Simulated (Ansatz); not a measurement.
Values for one crystal, relaxed and computed with plane-wave PAW PBE (Ansatz code); other levels are named.

| Quantity | Result |
|---|---|
| Volume per atom | 23.07 Å³ |
| Electronic character | metallic (no gap) |
| Formation energy from the elements (no fitted shifts) | 0.35 eV/atom |
| Density of states at the Fermi level | 0.57 states/eV per atom (mean over ±0.08 eV) |

**Question.** Which of these materials gives this?
(A) GaSn2N, R3m (Ga on 3a, N on 3a, Sn on 3a, Sn on 3a)
(B) GdN, CsCl type
(C) MgTiNO, P4/nmm (Ti on 2c, N on 2c, Mg on 2c, O on 2c)
(D) GaSb, zinc blende

**Answer.** A, GaSn2N, R3m (Ga on 3a, N on 3a, Sn on 3a, Sn on 3a)

The start of the workflow was typed in or built on a structure type; neither database checked (COD, Materials Project) lists it. Whether it is the stable phase at ambient conditions was not checked. The PBE relaxation kept the symmetry of its start; its stability against distortions is not shown here. The volume moved by 28 % from the start of the relaxation. Its formation energy is positive at this level, so the cell may be metastable or incomplete. The references are the lowest solids computed at this level, not always the standard phases (solids in place of the gases). Spin–orbit coupling is left out wherever it is not named.

Potentials: the earlier of the program's two PAW sets.
